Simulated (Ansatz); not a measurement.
The relaxed structure here is a generated cell of ZrAl3: the first start was made by placing the elements on the sites of a structure type, and the end was not matched to a known phase here, so it may be hypothetical. Known forms of ZrAl3 include space group No. 139.

The end point of a relaxation of ZrAl3. Space group P6mm (No. 183). These are PBEsol (plane waves to 420 eV, PAW, scalar-relativistic; Ansatz, an electronic-structure program) values and carry that method's errors.

```cif
data_Al3Zr
_chemical_formula_sum 'Al3 Zr1'
_space_group_name_H-M_alt 'P6mm'
_space_group_IT_number 183
_space_group_name_Hall 'P 6 -2'
_cell_length_a 4.35967
_cell_length_b 4.35967
_cell_length_c 5.66086
_cell_angle_alpha 90.000
_cell_angle_beta 90.000
_cell_angle_gamma 120.000
loop_
_atom_site_label
_atom_site_type_symbol
_atom_site_symmetry_multiplicity
_atom_site_Wyckoff_symbol
_atom_site_fract_x
_atom_site_fract_y
_atom_site_fract_z
_atom_site_occupancy
Al1 Al 1 a 0.00000 0.00000 0.61417 1
Al2 Al 2 b 0.33333 0.66667 0.87246 1
Zr1 Zr 1 a 0.00000 0.00000 0.11313 1
```

| Property | Result |
|---|---|
| Volume per atom | 23.29 Å³ |
| Density | 3.07 g/cm³ |
| Band gap | no gap (metallic) |
| Shortest distances | Al–Al 2.52 Å; Al–Zr 2.82 Å |
| k-mesh | 12×12×8 |

Band energies at high-symmetry points (eV from the Fermi level; labels of this space group; no spin-orbit coupling), from −5 eV up to 1.4 eV:

```tsv
point	energies
Γ	-4.26 -1.86 -1.86 -1.73 -0.79 -0.79 0.83
M	-3.30 -2.79 -1.30 -0.24 -0.01 0.43 1.22 1.33
K	-1.03 -0.90 -0.90 -0.29 -0.29 1.14
A	-1.79 -1.79 -1.49 -1.10 -1.10
L	-3.37 -2.92 -1.97 -1.62 0.46 1.30 1.35 1.42
H	-2.06 -1.71 -1.71 0.09 1.02 1.02
```

No spin polarisation in the result.

The run could not lose the symmetry of its start, so the end can be a saddle point.

It was reached from a disturbed copy of a P6/mmm (No. 191) cell (AFLOW prototype A3B_hP4_191_bc_a (as in Li3N)), against which it lies -0.36 eV/atom.
